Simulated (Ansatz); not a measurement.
Li₃BrO (anti-perovskite, Pm-3m), plane-wave PAW PBE (Ansatz code), all energies at zero smearing, with the estimated change up to a 700 eV cutoff added, with one set of potentials and settings (totals compare only within such a set). Cell of 5 atoms (3 Li, 1 Br, 1 O): -3970.698 eV.

| element | reference phase | E (eV/atom) |
|---|---|---|
| Li | Fm-3m, 1 atoms in the cell | -204.6902 |
| Br | Cmce, 4 atoms in the cell | -2783.1821 |
| O | C2/m, 4 atoms in the cell, spin-polarised | -565.0000 |

Formation energy per atom, worked out: (-3970.698 − 3×(-204.6902) − 1×(-2783.1821) − 1×(-565.0000))/5 = -1.689 eV/atom (-163 kJ per mol of atoms), at 0 K, without zero-point energy or fitted corrections.

The workflow started from a Materials Project entry (that database holds measured and hypothetical structures alike); the Crystallography Open Database files this formula in space group No. 221, but the cells were not matched. Whether it is the stable phase at ambient conditions was not checked. The cell was relaxed with PBE under the symmetry of its start; whether a distortion lowers the energy is not shown. The references are the lowest solids computed at this level, not always the standard phases (solids in place of the gases).

Potentials: the later of the program's two PAW sets.
